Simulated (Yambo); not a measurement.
Yambo run on CuCl (zinc blende, space group F-43m, No. 216). The wavefunctions come from this Quantum ESPRESSO step (PBEsol, PseudoDojo standard norm-conserving files, scalar-relativistic):

```
&CONTROL
  calculation = 'nscf'
  pseudo_dir = './pseudo'
  outdir = './out'
/
&SYSTEM
  ibrav = 0
  nat = 2
  ntyp = 2
  ecutwfc = 92.0
  ecutrho = 368.0
  occupations = 'fixed'
  force_symmorphic = .true.
  nbnd = 94
/
&ELECTRONS
  conv_thr = 2e-09
  diago_full_acc = .true.
  diago_thr_init = 1e-08
/
ATOMIC_SPECIES
Cl 35.4500 Cl.upf
Cu 63.5460 Cu.upf
CELL_PARAMETERS angstrom
  1.869720654876   1.079642492036   3.053690091439
 -1.870133133137   1.079563110210   3.053465566835
 -0.000137492453  -2.159205591573   3.053577837038
ATOMIC_POSITIONS crystal
Cl   0.000000000000   0.000000000000   0.000000000000
Cu   0.250000000000   0.250000000000   0.250000000000
K_POINTS automatic
4 4 4 0 0 0
```

Yambo input:

```
rim_cut
gw0
dyson
el_el_corr
HF_and_locXC
ppa
em1d
RandQpts= 1000000
RandGvec= 1 Ry
EXXRLvcs= 92 Ry
VXCRLvcs= 368 Ry
Chimod= "HARTREE"
% BndsRnXp
 5 | 92 |
%
NGsBlkXp= 10 Ry
% LongDrXp
 1.0 | 1.0 | 1.0 |
%
PPAPntXp= 27.2114 eV
% GbndRnge
 1 | 92 |
%
GTermKind= "BG"
DysSolver= "n"
ExtendOut
% QPkrange
 1 | 1 | 13 | 14 |
 3 | 3 | 13 | 14 |
 8 | 8 | 13 | 14 |
 22 | 22 | 13 | 14 |
 25 | 25 | 13 | 14 |
 27 | 27 | 13 | 14 |
 36 | 36 | 13 | 14 |
%
```

k points by index: 1 = Γ, 3 = L, 8 = L, 22 = W, 25 = W, 27 = L, 36 = L.

The o-*.qp file then holds:

```
#    K-point    Band    Eo [eV]    E [eV]    E-Eo [eV]    Vxc [eV]    Vnlxc [eV]    Sc|Eo [eV]    Sc|E [eV]    dSc/dw|Eo [eV]    Re(Z)    Im(Z)
#
    1    13    0.000000    -0.804991    -0.804991    -28.38502    -35.28851    5.826072    6.098498    -9.206908    0.747187    -0.001541
    1    14    0.541907    0.838894    0.296987    -10.73203    -6.154308    -4.213466    -4.280737    -6.161322    0.815377    -0.001224
    3    13    -0.667266    -1.517262    -0.849996    -27.99365    -35.36941    6.230143    6.525767    -9.461841    0.741992    -0.001602
    3    14    2.888289    3.360607    0.472318    -11.92405    -7.010797    -4.331639    -4.440935    -6.295291    0.812116    -0.001244
    8    13    -0.667266    -1.517302    -0.850036    -27.99365    -35.36951    6.230187    6.525823    -9.461772    0.741994    -0.001602
    8    14    2.888289    3.360637    0.472348    -11.92405    -7.010786    -4.331612    -4.440916    -6.295252    0.812117    -0.001244
    22    13    -0.943363    -1.780545    -0.837182    -29.92199    -38.05537    6.991355    7.296199    -9.906003    0.733113    -0.001662
    22    14    4.949449    5.281457    0.332008    -13.62886    -9.492499    -3.723925    -3.804353    -6.590103    0.805034    -0.001061
    25    13    -0.943363    -1.780078    -0.836716    -29.92199    -38.05536    6.991962    7.296661    -9.906790    0.733098    -0.001661
    25    14    4.949449    5.281451    0.332002    -13.62886    -9.492507    -3.723937    -3.804352    -6.589125    0.805057    -0.001063
    27    13    -0.667266    -1.517441    -0.850175    -27.99365    -35.36960    6.230092    6.525772    -9.461637    0.741997    -0.001602
    27    14    2.888289    3.360649    0.472359    -11.92405    -7.010799    -4.331586    -4.440892    -6.295266    0.812117    -0.001244
    36    13    -0.667266    -1.516776    -0.849510    -27.99365    -35.36936    6.230720    6.526197    -9.462543    0.741978    -0.001602
    36    14    2.888289    3.360578    0.472289    -11.92405    -7.010777    -4.331694    -4.440984    -6.295315    0.812116    -0.001244
```
(The two width columns are left out.) Convergence of these settings isn't established.

Geometry relaxed with PBEsol.
